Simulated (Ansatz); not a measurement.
The start is a generated trial cell of RbAu in the AFLOW prototype AB_cP8_198_a_a (B20, as in FeSi). A full variable-cell relaxation at zero pressure is run with r2SCAN (plane waves to 500 eV, PAW, scalar-relativistic; Ansatz, an electronic-structure program). First-step values are on the input's coarse k-mesh.

Ansatz input (later rounds restart from its end on a renewed k-mesh):
Ansatz 0.2 input:
```yaml
crystal:
  lattice:
    - [6.5156305, 0, 0]
    - [0, 6.5156305, 0]
    - [0, 0, 6.5156305]
  atoms:
    - { symbol: Rb, position: [0.13652, 0.13652, 0.13652] }
    - { symbol: Rb, position: [0.63652, 0.36348, 0.86348] }
    - { symbol: Rb, position: [0.86348, 0.63652, 0.36348] }
    - { symbol: Rb, position: [0.36348, 0.86348, 0.63652] }
    - { symbol: Au, position: [0.8424, 0.8424, 0.8424] }
    - { symbol: Au, position: [0.3424, 0.6576, 0.1576] }
    - { symbol: Au, position: [0.1576, 0.3424, 0.6576] }
    - { symbol: Au, position: [0.6576, 0.1576, 0.3424] }
basis: { ecutwfc: 500, ecutrho_ratio: 4, xc_grid: 4, fft_grid_basis: typed }
kpoints: { mp_grid: { grid: [5, 5, 5] } }
hamiltonian:
  xc: r2scan
  dispersion: none
  pseudopotentials: { kind: paw }
scf: { occupations: { method: fermi_dirac, width: 0.05 } }
relax: { f_tol: 0.01, max_steps: 100, cell: { stress_tol: 0.02 } }
output: { forces: true, stress: true }
```

- Largest initial force: 0.38 eV/Å, on Rb1, Rb2, Rb3, Rb4 (atoms numbered as listed)
- Energy released: 32 meV/atom
- Volume change: +4.5 %, from 34.58 to 36.12 Å³/atom
- Shortest distances (start → end): The closest pairs of elements (up to four, under 3.6 Å), start → end: Au–Rb 3.32 → 3.45 Å
- Band gap at the end: 2.16 eV, indirect (valence top at k = (0, 0.2857, 0.2857), conduction bottom at 71 % of the way from Γ to R) (no spin-orbit coupling)
- Optimiser moves: 5

The end point of the relaxation:

Space group P2₁3 (No. 198); a = b = c = 6.6114 Å, α = β = γ = 90.00°

```tsv
atom	site	symmetry	x	y	z
Rb	4a	.3.	0.1698	0.1698	0.1698
Au	4a	.3.	0.8344	0.8344	0.8344
```

Final values are on a 7×7×7 k-mesh of the relaxed cell. No spin polarisation in the result. Spin-orbit coupling is missing; with elements this heavy it can move band edges by tenths of an eV or more.

The run could not lose the symmetry of its start, so the end can be a saddle point.

The relaxed structure here is a generated cell of RbAu: the first start was made by placing the elements on the sites of a structure type, and the end was not matched to a known phase here, so it may be hypothetical. Known forms of RbAu include space group No. 221.
